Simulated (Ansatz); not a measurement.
With DFT-PBEsol in the program Ansatz with PAW potentials, Nb₂AlB₂ in the hexagonal phase (P-6m2; Nb on 2h, Al on 1a, B on 1b, B on 1f) relaxes to a = 3.097 Å, c = 7.534 Å. Against the elements it lies at -0.67 eV/atom, with no fitted shifts.

Electronic character: metallic (no gap). Gap from PBEsol with spin–orbit coupling: none (metallic).

An equation-of-state fit gives a bulk modulus of 191 GPa. The highest mode at Γ lies at 786 cm⁻¹.

The start of the workflow was typed in or built on a structure type; neither database checked (COD, Materials Project) lists it. Whether it is the stable phase at ambient conditions was not checked. Symmetry was held in the PBEsol relaxation; whether a distortion lowers the energy is not shown. The run is not spin-polarised. As this level gives no gap, phonon frequencies hold no LO–TO term and depend on the k-mesh and smearing (Fermi–Dirac, 0.1 eV here). The references are the lowest solids computed at this level, not always the standard phases. Scalar-relativistic: spin–orbit coupling is off unless named, which matters more the heavier the elements.

Potentials: the earlier of the program's two PAW sets. The files were generated under PBE; for other functionals the program regenerates the frozen cores, and for LDA and PBEsol the local potential too.
